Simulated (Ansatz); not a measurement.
BaO (NiAs type, P6_3/mmc) under volume change, plane-wave PAW PBEsol (Ansatz code), shape and atoms relaxed at each volume.

```json
[
 {"V (Å³/atom)": "18.080", "E − E(relaxed) (meV/atom)": "45.1", "P (GPa)": "8.82"},
 {"V (Å³/atom)": "18.676", "E − E(relaxed) (meV/atom)": "18.9", "P (GPa)": "5.38"},
 {"V (Å³/atom)": "19.272", "E − E(relaxed) (meV/atom)": "4.5", "P (GPa)": "2.47"},
 {"V (Å³/atom)": "19.868", "E − E(relaxed) (meV/atom)": "0.0", "P (GPa)": "-0.01"},
 {"V (Å³/atom)": "20.465", "E − E(relaxed) (meV/atom)": "4.1", "P (GPa)": "-2.11"},
 {"V (Å³/atom)": "21.061", "E − E(relaxed) (meV/atom)": "15.3", "P (GPa)": "-3.89"},
 {"V (Å³/atom)": "21.657", "E − E(relaxed) (meV/atom)": "32.7", "P (GPa)": "-5.41"}
]
```

Problem. What does a third-order Birch–Murnaghan fit give for V₀, B₀ and B′?

Solution. V₀ = 19.87 Å³/atom, B₀ = 75.9 GPa, B′ = 4.4.

The workflow started from a Materials Project entry (that database holds measured and hypothetical structures alike); the Crystallography Open Database copy checked does not list it. It is not the phase usual at ambient conditions (space group No. 225). The cell was relaxed with PBEsol under the symmetry of its start; whether a distortion lowers the energy is not shown. Scalar-relativistic: spin–orbit coupling is off unless named, which matters more the heavier the elements.

Potentials: the later of the program's two PAW sets.
